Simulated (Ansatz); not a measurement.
This BaH structure is the end of a relaxation. The cell was found from a structure generator's guess, not taken from experiment.

Theory: DFT PBE, scalar-relativistic, plane waves, PAW in Ansatz. Cutoff 420 eV, Γ-centred mesh, Gaussian smearing, no spin polarisation.

```
CELL_PARAMETERS angstrom
0.00000 3.06977 3.06977
3.06977 0.00000 3.06977
3.06977 3.06977 0.00000
ATOMIC_POSITIONS crystal
Ba 0.00000 0.00000 0.00000
H 0.75000 0.75000 0.75000
```

Formation energies are uncorrected and refer to the elements' standard structures at the same level (H₂ as a molecule).

Task: What space group does it have?

Result: F-43m (No. 216), the zinc blende type. Conventional cell: a = 6.140 Å. Ba is surrounded by 4 H at 2.66 Å; around H lie 4 Ba at 2.66 Å.

Task: How far does it lie from the elements in energy?

Result: −0.25 eV/atom.

Task: Is it a metal?

Result: Yes, bands cross the Fermi level on the 18×18×18 mesh.

The last run used an 18×18×18 mesh for its 2-atom cell and Gaussian smearing of 0.10 eV. The cell is a metal run without spin; a magnetic state may lie lower. With hydrogen, zero-point motion can shift formation energies by some tens of meV/atom. A structure relaxed within its symmetry needn't be a true minimum. Another cell of BaH relaxed alike, in P6_3/mmc, lies 12 meV/atom lower, so this cell isn't the stable form at this level.
